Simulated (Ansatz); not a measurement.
**Run record: NbCo$_{2}$**

We look at NbCo$_{2}$: an experimental structure (space group Fd-3m), with 6 atoms per cell. The computed pressure is over 10 GPa in size, so the cell is far from the computed equilibrium volume. Source: COD entry 1525052, which need not be the ambient phase.

All numbers below come from Ansatz development build ahead of 0.2.0, DFT, PBEsol, PAW, plane waves, scalar-relativistic.

The input:

```yaml
crystal:
  lattice:
    - [0.0, 3.387, 3.387]
    - [3.387, 0.0, 3.387]
    - [3.387, 3.387, 0.0]
  atoms:
    - { symbol: Nb, position: [0.5, 0.5, 0.5], spin: 1.5 }
    - { symbol: Nb, position: [0.75, 0.75, 0.75], spin: 1.5 }
    - { symbol: Co, position: [0.125, 0.125, 0.125], spin: 4.5 }
    - { symbol: Co, position: [0.625, 0.125, 0.125], spin: 4.5 }
    - { symbol: Co, position: [0.125, 0.125, 0.625], spin: 4.5 }
    - { symbol: Co, position: [0.125, 0.625, 0.125], spin: 4.5 }
magnetization:
  spin_polarized: true
hamiltonian:
  xc: pbesol
  pseudopotentials: { kind: paw }
basis:
  ecutwfc: 420
kpoints:
  mp_grid: { grid: [6, 6, 6] }
scf:
  occupations: { method: fermi_dirac, width: 0.1 }
  lower_state_search: "off"
output:
  forces: true
  stress: true
```

Output (shortened):

```
Pseudopotentials: kind: paw
Pseudopotential: Nb, paw, valence charge 13, recommended cutoff 420 eV (normal), Nb.paw.azcp
Pseudopotential: Co, paw, valence charge 17, recommended cutoff 420 eV (normal), Co.paw.azcp
Functional definition: PBEsol
Crystal: 6 atoms, lattice volume = 77.710 Å³
Basis set: ecut = 420 eV, 1471 PW (Γ), exchange–correlation on 72×72×72 points (8 copies of the dense FFT grid, shifted against one another)
Bands: 69, of which v1, the nominal top of the filled ones, is band 47 counted from 1 (46 counted from 0)
Symmetry: 48 space group operations
Space group: Fd-3m (ITA 227), of the structure as read, at distance tolerance 4.3e-5 Å
Magnetic group: BNS 227.128 (UNI 1630), of the structure as read, at distance tolerance 4.3e-5 Å
k-points: 16 of 216
Non-local potential: Nb, projectors of the file, l = 0: 3, l = 1: 2, l = 2: 2, l = 3: 1
Non-local potential: Co, projectors of the file, l = 0: 3, l = 1: 2, l = 2: 3, l = 3: 1
PAW frozen core: Nb, regenerated for the run's functional, and the local potential with it (the file was generated under x = pbe(κ = 0.804, μ = 0.2195149727645171), c = pbe(β = 0.06672455060314922))
PAW frozen core: Co, regenerated for the run's functional, and the local potential with it (the file was generated under x = pbe(κ = 0.804, μ = 0.2195149727645171), c = pbe(β = 0.06672455060314922))
Initial density: superposition of atomic densities (chi_scale 0.1, normalization cell)
Starting moments: Σ|m| = 21 μB on 6 of 6 sites
Initial wavefunctions: pseudopotential atomic-orbital guess
Functional: x = pbesol(κ = 0.804, μ = 0.12345679012345678), c = pbesol(β = 0.046)
SCF iter   1: F=—  HF=-29361.598706 eV  |F-HF|=—  |Δ(HF+E_count)|=         —  Δρ=2.95e-1 (↑2.37e-1 ↓2.95e-1)  dr2=3.49e1  dr2_m=4.78e1  M=6.849 μB ∫|m|=7.017 μB  β_m=0.30  ethr=3.10e-3  ⟨swp⟩=5.5  Hψ=7516  notcnv=0  defer=14
preconditioner: auto → Kerker (q_TF=auto, 2.816 Å⁻¹)  [metal: Δε(μ)=0.016 eV  Ē_g=15.342 eV  σ=0.100 eV  W_gap=0.04  n_scr=26 (ndim 8)  ℏωp=32.1 eV  f_vac=0.000  D(μ)=7.65/eV (n_scr^D=112)]
spin=Collinear: Kerker preconditioning applied to the charge; magnetization (m = ρ↑ − ρ↓) channel mixes plain (no charge-response kernel on spin).
SCF iter   2: F=—  HF=-29362.180284 eV  |F-HF|=—  |Δ(HF+E_count)|=   5.82e-1  Δρ=1.90e-1 (↑1.90e-1 ↓1.17e-1)  dr2=6.80e0  dr2_m=1.60e1  M=8.433 μB ∫|m|=8.636 μB  β_m=0.30  ethr=3.10e-3  ⟨swp⟩=2.6  Hψ=3680  notcnv=0  defer=304
SCF iter   3: F=—  HF=-29362.505525 eV  |F-HF|=—  |Δ(HF+E_count)|=   3.25e-1  Δρ=1.55e-1 (↑1.30e-1 ↓1.55e-1)  dr2=7.74e0  dr2_m=1.39e1  M=6.808 μB ∫|m|=7.151 μB  β_m=0.30  ethr=3.10e-3  ⟨swp⟩=2.2  Hψ=3273  notcnv=0  defer=295
SCF iter   4: F=—  HF=-29362.730268 eV  |F-HF|=—  |Δ(HF+E_count)|=   2.25e-1  Δρ=8.95e-2 (↑8.95e-2 ↓4.38e-2)  dr2=4.14e0  dr2_m=2.78e0  M=8.360 μB ∫|m|=8.657 μB  β_m=0.30  ethr=3.10e-3  ⟨swp⟩=2.6  Hψ=3525  notcnv=0  defer=293
SCF iter   5: F=—  HF=-29362.873280 eV  |F-HF|=—  |Δ(HF+E_count)|=   1.43e-1  Δρ=9.19e-2 (↑7.21e-2 ↓9.19e-2)  dr2=7.55e-1  dr2_m=4.74e0  M=6.735 μB ∫|m|=7.165 μB  β_m=0.30  ethr=3.10e-3  ⟨swp⟩=2.4  Hψ=2699  notcnv=0  defer=238
SCF iter   6: F=—  HF=-29363.152585 eV  |F-HF|=—  |Δ(HF+E_count)|=   2.79e-1  Δρ=5.97e-2 (↑5.97e-2 ↓5.88e-2)  dr2=8.60e-3  dr2_m=2.50e0  M=6.651 μB ∫|m|=7.103 μB  β_m=0.30  ethr=8.03e-4  ⟨swp⟩=2.0  Hψ=2632  notcnv=0  defer=238
SCF iter   7: F=—  HF=-29363.358041 eV  |F-HF|=—  |Δ(HF+E_count)|=   2.05e-1  Δρ=6.37e-2 (↑5.04e-2 ↓6.37e-2)  dr2=2.33e-1  dr2_m=2.31e0  M=6.018 μB ∫|m|=6.522 μB  β_m=0.30  ethr=9.15e-6  ⟨swp⟩=2.2  Hψ=3506  notcnv=0  defer=238
SCF iter   8: F=—  HF=-29363.521911 eV  |F-HF|=—  |Δ(HF+E_count)|=   1.64e-1  Δρ=6.03e-2 (↑4.25e-2 ↓6.03e-2)  dr2=4.38e-1  dr2_m=1.86e0  M=5.564 μB ∫|m|=6.101 μB  β_m=0.30  ethr=9.15e-6  ⟨swp⟩=2.1  Hψ=2747  notcnv=0  defer=238
SCF iter   9: F=—  HF=-29363.679844 eV  |F-HF|=—  |Δ(HF+E_count)|=   1.58e-1  Δρ=6.49e-2 (↑3.53e-2 ↓6.49e-2)  dr2=1.26e0  dr2_m=1.72e0  M=5.014 μB ∫|m|=5.591 μB  β_m=0.30  ethr=9.15e-6  ⟨swp⟩=2.1  Hψ=2710  notcnv=0  defer=238
SCF iter  10: F=—  HF=-29363.784865 eV  |F-HF|=—  |Δ(HF+E_count)|=   1.05e-1  Δρ=6.21e-2 (↑2.90e-2 ↓6.21e-2)  dr2=1.59e0  dr2_m=1.39e0  M=4.617 μB ∫|m|=5.221 μB  β_m=0.30  ethr=9.15e-6  ⟨swp⟩=2.0  Hψ=2619  notcnv=0  defer=238
SCF iter  11: F=—  HF=-29363.949840 eV  |F-HF|=—  |Δ(HF+E_count)|=   1.65e-1  Δρ=7.11e-2 (↑2.46e-2 ↓7.11e-2)  dr2=3.37e0  dr2_m=1.43e0  M=4.046 μB ∫|m|=4.713 μB  β_m=0.30  ethr=9.15e-6  ⟨swp⟩=2.0  Hψ=2683  notcnv=0  defer=238
[... 7 iterations left out ...]
SCF iter  19: F=—  HF=-29364.035707 eV  |F-HF|=—  |Δ(HF+E_count)|=   2.55e-2  Δρ=3.50e-3 (↑2.07e-3 ↓3.50e-3)  dr2=5.96e-3  dr2_m=2.70e-3  M=1.306 μB ∫|m|=1.706 μB  β_m=0.91  ethr=9.15e-6  ⟨swp⟩=2.4  Hψ=3792  notcnv=0  defer=301
SCF iter  20: F=—  HF=-29364.040447 eV  |F-HF|=—  |Δ(HF+E_count)|=   4.74e-3  Δρ=4.87e-3 (↑1.56e-3 ↓4.87e-3)  dr2=2.83e-2  dr2_m=2.17e-3  M=1.121 μB ∫|m|=1.422 μB  β_m=0.95  ethr=6.34e-6  ⟨swp⟩=2.1  Hψ=2908  notcnv=0  defer=301  recentre
SCF iter  21: F=—  HF=-29364.039879 eV  |F-HF|=—  |Δ(HF+E_count)|=   5.68e-4  Δρ=1.83e-3 (↑1.83e-3 ↓3.03e-4)  dr2=2.42e-3  dr2_m=6.60e-4  M=1.063 μB ∫|m|=1.299 μB  β_m=0.98  ethr=6.34e-6  ⟨swp⟩=1.9  Hψ=2561  notcnv=0  defer=301
SCF iter  22: F=—  HF=-29364.041350 eV  |F-HF|=—  |Δ(HF+E_count)|=   1.47e-3  Δρ=1.62e-3 (↑1.62e-3 ↓6.43e-4)  dr2=4.54e-3  dr2_m=2.10e-4  M=0.808 μB ∫|m|=0.987 μB  β_m=0.99  ethr=2.57e-6  ⟨swp⟩=2.0  Hψ=2685  notcnv=0  defer=301
SCF iter  23: F=—  HF=-29364.042205 eV  |F-HF|=—  |Δ(HF+E_count)|=   8.55e-4  Δρ=8.42e-4 (↑8.42e-4 ↓6.41e-4)  dr2=1.54e-3  dr2_m=9.15e-5  M=0.435 μB ∫|m|=0.534 μB  β_m=0.99  ethr=2.57e-6  ⟨swp⟩=2.0  Hψ=2811  notcnv=0  defer=301
SCF iter  24: F=—  HF=-29364.042413 eV  |F-HF|=—  |Δ(HF+E_count)|=   2.07e-4  Δρ=3.73e-4 (↑3.73e-4 ↓1.95e-4)  dr2=2.79e-4  dr2_m=1.73e-5  M=0.200 μB ∫|m|=0.248 μB  β_m=1.00  ethr=1.64e-6  ⟨swp⟩=2.0  Hψ=2715  notcnv=0  defer=301
SCF iter  25: F=—  HF=-29364.042476 eV  |F-HF|=—  |Δ(HF+E_count)|=   6.34e-5  Δρ=2.80e-4 (↑1.98e-4 ↓2.80e-4)  dr2=1.93e-4  dr2_m=1.30e-6  M=-0.086 μB ∫|m|=0.104 μB  β_m=0.96  ethr=2.97e-7  ⟨swp⟩=2.8  Hψ=3652  notcnv=0  defer=301
SCF iter  26: F=—  HF=-29364.042449 eV  |F-HF|=—  |Δ(HF+E_count)|=   2.69e-5  Δρ=1.65e-4 (↑7.10e-5 ↓1.65e-4)  dr2=4.13e-5  dr2_m=1.70e-6  M=-0.092 μB ∫|m|=0.109 μB  β_m=0.90  ethr=2.06e-7  ⟨swp⟩=1.0  Hψ=1938  notcnv=0  defer=301
SCF iter  27: F=—  HF=-29364.042452 eV  |F-HF|=—  |Δ(HF+E_count)|=   3.11e-6  Δρ=7.66e-5 (↑7.66e-5 ↓2.46e-5)  dr2=7.40e-6  dr2_m=7.34e-7  M=-0.057 μB ∫|m|=0.066 μB  β_m=0.95  ethr=4.39e-8  ⟨swp⟩=2.0  Hψ=2668  notcnv=0  defer=301
SCF iter  28: F=—  HF=-29364.042456 eV  |F-HF|=—  |Δ(HF+E_count)|=   3.55e-6  Δρ=3.07e-5 (↑3.07e-5 ↓2.17e-5)  dr2=1.39e-6  dr2_m=1.78e-7  M=-0.025 μB ∫|m|=0.029 μB  β_m=0.97  ethr=7.87e-9  ⟨swp⟩=2.2  Hψ=3357  notcnv=0  defer=301
iter 29 did not close the SCF: its close was put off for a magnetic moment that had not settled (scf_convergence_deferred on its scf_iter line)
SCF iter  29: F=-29364.042457 eV  HF=-29364.042457 eV  |F-HF|=9.61e-9  |Δ(HF+E_count)|=   6.99e-7  Δρ=6.19e-6 (↑6.19e-6 ↓4.61e-6)  dr2=1.17e-8  dr2_m=1.38e-8  M=-0.006 μB ∫|m|=0.006 μB  β_m=0.92  ethr=1.06e-10  ⟨swp⟩=3.0  Hψ=8482  notcnv=0
iter 30 did not close the SCF: its close was put off for a magnetic moment that had not settled (scf_convergence_deferred on its scf_iter line)
SCF iter  30: F=-29364.042457 eV  HF=-29364.042457 eV  |F-HF|=3.89e-8  |Δ(HF+E_count)|=   4.81e-8  Δρ=4.20e-6 (↑4.20e-6 ↓3.14e-6)  dr2=4.33e-8  dr2_m=6.58e-10  M=0.001 μB ∫|m|=0.002 μB  β_m=0.96  ethr=1.25e-11  ⟨swp⟩=1.8  Hψ=7079  notcnv=0
iter 31 did not close the SCF: its close was put off for a magnetic moment that had not settled (scf_convergence_deferred on its scf_iter line)
SCF iter  31: F=-29364.042457 eV  HF=-29364.042457 eV  |F-HF|=1.75e-10  |Δ(HF+E_count)|=  2.58e-10  Δρ=7.41e-7 (↑7.41e-7 ↓6.86e-7)  dr2=3.68e-10  dr2_m=1.90e-10  M=0.001 μB ∫|m|=0.001 μB  β_m=0.98  ethr=1.25e-11  ⟨swp⟩=1.2  Hψ=5049  notcnv=0
SCF iter  32: F=-29364.042457 eV  HF=-29364.042457 eV  |F-HF|=3.53e-10  |Δ(HF+E_count)|=  7.64e-10  Δρ=4.31e-7 (↑4.31e-7 ↓3.18e-7)  dr2=4.30e-10  dr2_m=1.90e-11  M=0.000 μB ∫|m|=0.000 μB  ethr=1.00e-12  ⟨swp⟩=1.0  Hψ=6001  notcnv=0
WARN: the starting moments were not kept: the SCF closed with an absolute magnetisation of 1.1e-4 μB, where they sum to 21 μB in size (6 sites). That is at most 0.1 of that sum. Measured as dr2_m measures the in/out step, that magnetisation stands 5.3e-9 eV from none, at or under the dr2_threshold of 1.0e-7 eV: it is no larger than a step whose dr2_m would equal this threshold. The system may hold no moment; this SCF shows only that its start led to no more than that. [...]
SCF 1 converged in 32 iterations: F = -29364.042457 eV  dr2 = 4.30e-10
  greatest PAW one-centre occupation: 1.000 electrons in one spin orbital (limit 2), on the Co atom at site 5 (counted from 0), in its partial waves of l = 0
SCF converged after 32 iterations
Magnetization: 0.0001 μB (47.0000 up, 47.0000 down)
Absolute magnetization: 0.0001 μB (∫|ρ↑−ρ↓|, with the PAW one-centre terms)
Spin contamination: 0.0000 ħ² per cell (⟨S²⟩ above its minimum at these occupations)
Per-site moments (μB) at R_I (Å): [(-8.0170e-6, 1.1584), (-8.0170e-6, 1.1584), (2.2362e-5, 0.9879), (2.2362e-5, 0.9879), (2.2362e-5, 0.9879), (2.2362e-5, 0.9879)]
Free energy (F): -29364.042457 eV
Harris-Foulkes:  -29364.042457 eV  (|F-HF|=3.53e-10)
Internal energy: -29363.713719 eV  (E = F + TS)
E sigma→0 (E₀):  -29363.878088 eV
Entropy (-TS):   -0.328738 eV (-54.790 meV/atom)
Fermi energy:    18.761078 eV
--- Per-component energies (eV) ---
  E_band       = -1087.529616
  E_kinetic    = 2609.171670
  E_local      = -14123.790327  (includes V_loc(G=0)·N_el)
  E_nonlocal   = 2051.502979
  E_hartree    = 5888.941810
  E_xc         = -982.468888
  E_vxc        = -1246.351883  (∫ρ·V_xc dr)
  E_paw        = -11958.634807  (= ΣΔE_a)
  E_vpaw       = -2155.948338  (= ΣTr[D̂ρ^β])
  E_aug_tail   = 0.000301  (compensation charges beyond the density's cutoff)
  E_ewald      = -12849.567551
  E_core_change = 1.131095  (= ΣΔE_core)
  E_smearing   = -0.328738  (= −TS)
  E_closure    = 0.000000  (closes the sum)
  Σ components = -29364.042457   (vs F -29364.042457, Δ=0.00e0)
--- Forces (eV/Å), atoms counted from 1 ---
  atom   1  Nb     0.00000000    -0.00000000    -0.00000000
  atom   2  Nb    -0.00000000    -0.00000000     0.00000000
  atom   3  Co     0.00000000    -0.00000000     0.00000000
  atom   4  Co     0.00000000    -0.00000000     0.00000000
  atom   5  Co     0.00000000    -0.00000000    -0.00000000
  atom   6  Co     0.00000000    -0.00000000     0.00000000
  max |Σ_I F_I| component: 3.47e-18 eV/Å
--- Stress (GPa, compression-positive) ---
      -12.711503       0.000000       0.000000
       -0.000000     -12.711503       0.000000
        0.000000       0.000000     -12.711503
  P = ⅓ Tr σ = -12.7115 GPa (-127.115 kbar)
```

The program warns that the starting moments weren't kept.

The run took 18 s on 2 threads of Intel(R) Xeon(R) Platinum 8375C CPU @ 2.90GHz, with other jobs on the host, peak memory 0.58 GiB.
